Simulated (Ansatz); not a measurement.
**Where the states of Pd lie**

Space group Fm-3m (No. 225). a = 3.890 Å, b = 3.890 Å, c = 3.890 Å, α = 90.00°, β = 90.00°, γ = 90.00°
```csv
atom,site,symmetry,x,y,z
Pd,4a,m-3m,0.0000,0.0000,0.0000
```

The runs use the primitive cell with vectors (0.000, 1.945, 1.945), (1.945, 0.000, 1.945), (1.945, 1.945, 0.000) Å, to which the k mesh refers.

The cell is COD entry 9008478, as deposited and not checked against the literature; nothing was relaxed.

Spin polarisation is left out, and whether a magnetic state lies lower isn't shown here.

The calculation used DFT, PBEsol, all-electron LAPW, scalar-relativistic in Ansatz 0.2.0.

Sampling and basis: a Γ-centred 18×18×18 k mesh, Fermi–Dirac smearing of 0.05 eV, basis error target 0.25 meV/atom, no spin polarisation.

States per eV and cell, averaged over 0.6 eV, from -7.6 to 6.6 eV, with energies (bin centres) from the Fermi level; empty bins are left out. The partial columns, the largest 1 alone, are projections on Löwdin-orthogonalised atomic shells (those that the program's projection atoms carry: the occupied ones and, for some elements, an empty d or f shell; other empty shells have no column), summed over atoms of an element. Weights on diffuse s and p shells depend on that basis and aren't pure angular character.

```tsv
E (eV)	total	Pd 4d
-7.4	0.00	0.00
-6.8	0.05	0.00
-6.2	0.10	0.01
-5.6	0.22	0.11
-5.0	1.59	1.42
-4.4	2.01	1.94
-3.8	1.49	1.46
-3.2	1.68	1.61
-2.6	2.57	2.45
-2.0	1.58	1.49
-1.4	1.93	1.82
-0.8	1.58	1.49
-0.2	2.25	2.16
0.4	0.51	0.39
1.0	0.24	0.08
1.6	0.25	0.06
2.2	0.25	0.04
2.8	0.25	0.03
3.4	0.26	0.02
4.0	0.25	0.02
4.6	0.23	0.01
5.2	0.21	0.01
5.8	0.18	0.01
6.4	0.15	0.00
```

(1) Which of the resolved shells contributes most within 0.3 eV of the Fermi level?

(2) Where is the centre of the filled Pd 4d states between -14 eV and the top of the filled states?

Results:

(1) Pd 4d, with 95 % of all states there; Pd 4s follows with 0 %.

(2) -2.66 eV from the Fermi level.
